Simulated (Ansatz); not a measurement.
Au (fcc, Cu type)

```xyz
2
Lattice="0.0000 4.1573 4.1573 2.0786 2.0786 4.1573 2.0786 2.0786 0.0000" Properties=species:S:1:pos:R:3 pbc="T T T"
Au     0.0000     0.0000     0.0000
Au     2.0786     4.1573     6.2359
```

The atoms are displaced by Q × the pattern below (from a DFPT mode at X = (0.5, 0.5, 0.0), largest move 1; Q in Å), at fixed cell. (q is in reciprocal vectors of the primitive cell; the cell shown is doubled to hold the pattern.)

```csv
atom,x,y,z
Au1,0.000,0.000,-1.000
Au2,0.000,0.000,1.000
```

These are PBE (plane waves to 420 eV, PAW, scalar-relativistic; Ansatz, a program for electronic structure) values and carry that method's errors. k mesh 19×19×19 (Γ-centred), Fermi-Dirac smearing 0.05 eV. E stands for the smeared free energy. Stress and pressure are positive under compression. With partly filled bands, energies and forces of such displacements shift with the k mesh and the smearing. Au was relaxed with its symmetry unable to fall. Spin-orbit coupling is left out, though Au is heavy. The PAW data are Ansatz's earlier set. The zero of ΔE is the undisplaced structure.

```json
[
 {"Q (Å)": "-0.280", "−dE/dQ from forces (eV/Å)": "9.359", "P (GPa)": "___", "ΔE (meV/cell)": "1174"},
 {"Q (Å)": "-0.233", "−dE/dQ from forces (eV/Å)": "7.342", "P (GPa)": "17.9", "ΔE (meV/cell)": "___"},
 {"Q (Å)": "-0.187", "−dE/dQ from forces (eV/Å)": "5.543", "P (GPa)": "11.3", "ΔE (meV/cell)": "486"},
 {"Q (Å)": "-0.140", "−dE/dQ from forces (eV/Å)": "3.937", "P (GPa)": "6.3", "ΔE (meV/cell)": "265"},
 {"Q (Å)": "-0.093", "−dE/dQ from forces (eV/Å)": "2.511", "P (GPa)": "2.8", "ΔE (meV/cell)": "115"},
 {"Q (Å)": "-0.047", "−dE/dQ from forces (eV/Å)": "1.224", "P (GPa)": "0.7", "ΔE (meV/cell)": "___"},
 {"Q (Å)": "0.000", "−dE/dQ from forces (eV/Å)": "0.000", "P (GPa)": "0.0", "ΔE (meV/cell)": "0"},
 {"Q (Å)": "0.047", "−dE/dQ from forces (eV/Å)": "-1.224", "P (GPa)": "0.7", "ΔE (meV/cell)": "___"},
 {"Q (Å)": "0.093", "−dE/dQ from forces (eV/Å)": "-2.511", "P (GPa)": "2.8", "ΔE (meV/cell)": "115"},
 {"Q (Å)": "0.140", "−dE/dQ from forces (eV/Å)": "-3.937", "P (GPa)": "6.3", "ΔE (meV/cell)": "265"},
 {"Q (Å)": "0.187", "−dE/dQ from forces (eV/Å)": "-5.543", "P (GPa)": "11.3", "ΔE (meV/cell)": "486"},
 {"Q (Å)": "0.233", "−dE/dQ from forces (eV/Å)": "-7.342", "P (GPa)": "17.9", "ΔE (meV/cell)": "___"},
 {"Q (Å)": "0.280", "−dE/dQ from forces (eV/Å)": "-9.359", "P (GPa)": "___", "ΔE (meV/cell)": "1174"}
]
```

Task: Fill in the missing entries.

Result: 
- -0.280, P (GPa): 26.0
- -0.233, ΔE (meV/cell): 785
- -0.047, ΔE (meV/cell): 28
- 0.047, ΔE (meV/cell): 28
- 0.233, ΔE (meV/cell): 785
- 0.280, P (GPa): 26.0

(For displaced atoms, the force is minus the slope of the energy, and its curvature is a force constant, which sets phonon frequencies.)
